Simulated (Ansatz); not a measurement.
**Zincblende alloy of GaAs and InP (28 of 32 As sites, 28 of 32 Ga sites exchanged), 64 atoms**

Ansatz, PAW, plane waves. PBEsol relaxation of volume and atoms (shape held) at the single k point (½, ½, ½); single points on the relaxed atoms at the Γ point alone, onto which points of the small cell's zone fold. Arrangement: quasirandom. No spin–orbit coupling unless named.

Relaxed structure:

```yaml
crystal:
  lattice:
    - [11.71006, 0.00000, 0.00000]
    - [0.00000, 11.71006, 0.00000]
    - [0.00000, 0.00000, 11.71006]
  atoms:
    - { symbol: In, position: [0.00232, 0.00545, 0.99876] }
    - { symbol: In, position: [0.00199, 0.00473, 0.49800] }
    - { symbol: In, position: [0.99990, 0.49700, 0.00252] }
    - { symbol: In, position: [0.00213, 0.49505, 0.49871] }
    - { symbol: In, position: [0.50258, 0.00063, 0.99435] }
    - { symbol: In, position: [0.49685, 0.49957, 0.99337] }
    - { symbol: In, position: [0.49700, 0.49946, 0.50258] }
    - { symbol: In, position: [0.24746, 0.25039, 0.00213] }
    - { symbol: In, position: [0.24950, 0.74701, 0.99350] }
    - { symbol: In, position: [0.25444, 0.75216, 0.50317] }
    - { symbol: In, position: [0.75324, 0.25035, 0.00159] }
    - { symbol: In, position: [0.74975, 0.24774, 0.49843] }
    - { symbol: In, position: [0.74724, 0.74943, 0.99141] }
    - { symbol: In, position: [0.74640, 0.75202, 0.50309] }
    - { symbol: In, position: [0.24377, 0.00529, 0.25486] }
    - { symbol: In, position: [0.25489, 0.00059, 0.74515] }
    - { symbol: In, position: [0.24814, 0.49482, 0.25206] }
    - { symbol: In, position: [0.25136, 0.50024, 0.74656] }
    - { symbol: In, position: [0.74704, 0.00584, 0.25503] }
    - { symbol: In, position: [0.74678, 0.99835, 0.74683] }
    - { symbol: In, position: [0.75632, 0.49445, 0.25355] }
    - { symbol: In, position: [0.74698, 0.50157, 0.74928] }
    - { symbol: In, position: [0.00155, 0.25089, 0.74743] }
    - { symbol: In, position: [0.00225, 0.74640, 0.25270] }
    - { symbol: In, position: [0.00017, 0.75038, 0.74858] }
    - { symbol: In, position: [0.49961, 0.25090, 0.25134] }
    - { symbol: In, position: [0.49696, 0.24782, 0.74422] }
    - { symbol: In, position: [0.49970, 0.75277, 0.25835] }
    - { symbol: Ga, position: [0.50131, 0.99707, 0.50694] }
    - { symbol: Ga, position: [0.24670, 0.25011, 0.50116] }
    - { symbol: Ga, position: [0.00258, 0.24963, 0.25276] }
    - { symbol: Ga, position: [0.49978, 0.75168, 0.74638] }
    - { symbol: P, position: [0.11783, 0.13370, 0.13236] }
    - { symbol: P, position: [0.13192, 0.13116, 0.61927] }
    - { symbol: P, position: [0.12672, 0.62260, 0.12462] }
    - { symbol: P, position: [0.12537, 0.62507, 0.62308] }
    - { symbol: P, position: [0.62416, 0.12612, 0.12369] }
    - { symbol: P, position: [0.61981, 0.11857, 0.61794] }
    - { symbol: P, position: [0.61647, 0.63079, 0.63114] }
    - { symbol: P, position: [0.37479, 0.37528, 0.12370] }
    - { symbol: P, position: [0.36593, 0.36844, 0.61723] }
    - { symbol: P, position: [0.38870, 0.87438, 0.62587] }
    - { symbol: P, position: [0.88462, 0.36639, 0.13356] }
    - { symbol: P, position: [0.87230, 0.37489, 0.62472] }
    - { symbol: P, position: [0.87668, 0.87758, 0.62321] }
    - { symbol: P, position: [0.37352, 0.12665, 0.87509] }
    - { symbol: P, position: [0.37259, 0.62300, 0.37638] }
    - { symbol: P, position: [0.38130, 0.63163, 0.86266] }
    - { symbol: P, position: [0.88220, 0.13316, 0.36899] }
    - { symbol: P, position: [0.87384, 0.12510, 0.87113] }
    - { symbol: P, position: [0.87467, 0.62453, 0.37909] }
    - { symbol: P, position: [0.87659, 0.62249, 0.87390] }
    - { symbol: P, position: [0.12547, 0.36047, 0.37546] }
    - { symbol: P, position: [0.12600, 0.37627, 0.87422] }
    - { symbol: P, position: [0.12513, 0.87359, 0.37806] }
    - { symbol: P, position: [0.12597, 0.87800, 0.87157] }
    - { symbol: P, position: [0.62481, 0.37588, 0.37729] }
    - { symbol: P, position: [0.62445, 0.37182, 0.87241] }
    - { symbol: P, position: [0.61902, 0.88469, 0.38492] }
    - { symbol: P, position: [0.61752, 0.86856, 0.86437] }
    - { symbol: As, position: [0.62562, 0.62294, 0.12680] }
    - { symbol: As, position: [0.37248, 0.87744, 0.12527] }
    - { symbol: As, position: [0.87293, 0.87556, 0.12494] }
    - { symbol: As, position: [0.37561, 0.12434, 0.39123] }
```

(1) What are the mean bond lengths by pair (pairs within 1.2 times the sum of covalent radii, less contacts 15 % beyond the pair's median; cation–cation pairs of compounds aside; long ionic contacts are cut short by that bound)?

(2) What gap lies between the top filled and the lowest empty level in the single points?

Results:

(1) As–Ga 2.483 ± 0.012 Å (standard deviation, 2 bonds); As–In 2.611 ± 0.011 Å (standard deviation, 14 bonds); Ga–P 2.391 ± 0.012 Å (standard deviation, 14 bonds); In–P 2.548 ± 0.011 Å (standard deviation, 98 bonds).

(2) HSE06 1.42 eV (43 s on NVIDIA GB300).
